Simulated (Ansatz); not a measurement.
Space group P6/mmm (No. 191). a = 4.661 Å, b = 4.661 Å, c = 2.744 Å, α = 90.00°, β = 90.00°, γ = 120.00°
| atom | site | symmetry | x | y | z |
| --- | --- | --- | --- | --- | --- |
| Nb | 1a | 6/mmm | 0.0000 | 0.0000 | 0.0000 |
| Au | 2d | -6m2 | 0.3333 | 0.6667 | 0.5000 |

Equation of state of this NbAu2 structure (not necessarily the ground state), with shape and atoms relaxed at each volume where symmetry leaves them free. It has no gap at any of these volumes. Method: DFT r2SCAN, scalar-relativistic, plane waves, PAW (Ansatz 0.2.0).

Plane waves to 500 eV, a k mesh through Γ of 12×12×16 on the computed 3-atom cell and Gaussian smearing (0.10 eV); no spin polarisation.

```
V (Å³/atom) E − E(largest V) (meV/atom) P (GPa)
     15.142                       109.51    34.54
     15.659                        16.79    23.41
     16.175                       -43.19    14.15
     16.691                       -75.94     6.44
     17.207                       -85.99     0.01
     17.724                       -77.13    -5.33
     18.240                       -52.57    -9.76
     18.928                         0.00   -14.50
```

Problem. Fit a third-order Birch–Murnaghan equation to E(V).

Solution. V0 = 17.21 Å³/atom, B0 = 195 GPa, B0' = 5.1.

Spin-orbit coupling is left out, which matters for the bands of heavy elements.

Cost: 8 runs of about 14 core-minutes in all, on Arm Neoverse V1 (shared hosts).